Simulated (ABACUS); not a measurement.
Worked example: self-consistent single point of a model cell of Hg (Fd-3m, 2 atoms in the cell; prototype structure) in ABACUS.

Method: PBEsol, PseudoDojo 0.4 standard norm-conserving PBEsol (tails mended) pseudopotentials (plane waves; ABACUS).

The change in words: volume scaled by 1.04. Reference geometry (Fd-3m):
```
Hg
1.0
    0.00000     3.24757     3.24757
    3.24757     0.00000     3.24757
    3.24757     3.24757     0.00000
Hg
2
Cartesian
  4.87136   4.87136   4.87136
  3.24757   3.24757   3.24757
```

Reference input (self-consistent single point, DFT, PBEsol, plane waves, PseudoDojo 0.4 standard norm-conserving PBEsol (tails mended) pseudopotentials): KPT = Gamma 10 10 10 0 0 0; basis_type = pw; ecutwfc = 66 Ry; smearing_method = gaussian; smearing_sigma = 0.0199916 Ry; potentials = PseudoDojo 0.4 standard norm-conserving PBEsol (tails mended); symmetry = 1; symmetry_prec = 1e-05; ks_solver = dav; scf_nmax = 100; scf_thr = 1.0e-09 Ry; mixing_type = pulay. This run's input differs from it in these lines:

```diff
@@ -26,5 +26,5 @@
 LATTICE_VECTORS
-   0.0000000000    6.1370235397    6.1370235397
-   6.1370235397    0.0000000000    6.1370235397
-   6.1370235397    6.1370235397    0.0000000000
+   0.0000000000    6.2177809857    6.2177809857
+   6.2177809857    0.0000000000    6.2177809857
+   6.2177809857    6.2177809857    0.0000000000
```

Output, abridged:

```
 SELF-CONSISTENT
 -------------------------------------------
                                 init_chg = atomic

 PW ALGORITHM --------------- ION=   1  ELEC=   1--------------------------------

 Notice: Threshold on eigenvalues was too large.

 Density error is 0.0211783306398
                          Error Threshold = 5.13635238637e-05
 E_KohnSham     -666.1758042534      -9063.7868075788
 E_Fermi        0.6494524526         8.8362539360

 PW ALGORITHM --------------- ION=   1  ELEC=   2--------------------------------

 Density error is 0.00230723272866
                          Error Threshold = 5.29458265996e-05
   [... lines left out ...]

 Density error is 1.82036911755e-09
                          Error Threshold = 2.73114414769e-12
 E_KohnSham     -666.1777654014      -9063.8134903661
 E_Fermi        0.6353500343         8.6443806904

 PW ALGORITHM --------------- ION=   1  ELEC=  12--------------------------------

 Density error is 1.63140818179e-10
                          Error Threshold = 2.73114414769e-12
 E_KohnSham     -666.1777654014      -9063.8134903669
 E_KS(sigma->0) -666.1763258370      -9063.7939040872
 E_entropy(-TS) -0.0028791290        -0.0391725594
 E_Fermi        0.6353499476         8.6443795107
 charge density convergence is achieved
 final etot is -9063.8134904 eV
 EFERMI = 8.6443795107 eV

 STATE ENERGY(eV) AND OCCUPATIONS    NSPIN == 1
   [... 27 lines left out ...]

 TOTAL-FORCE (eV/Angstrom)
                       Hg1         0.0000000000         0.0000000000         0.0000000000
                       Hg2         0.0000000000         0.0000000000         0.0000000000

 TOTAL-STRESS (KBAR)
         2.1805866265        -0.0000000000        -0.0000000000
        -0.0000000000         2.1805866265         0.0000000000
        -0.0000000000         0.0000000000         2.1805866265
 TOTAL-PRESSURE: 2.180587 KBAR

 --------------------------------------------
 !FINAL_ETOT_IS -9063.8134903668560582 eV
 --------------------------------------------
```

The run converged in 12 iterations. Against the reference run the free energy goes down by 5.3 meV/atom and the pressure goes from 1.02 to 0.22 GPa.

The cell was set up from a structure prototype or typed lattice constants and was not relaxed beforehand at this level.

Cost on one core: roughly 3 core-minutes.

“Tails mended”: in these copies of the files the far tail of each local potential was reset to the Coulomb form.
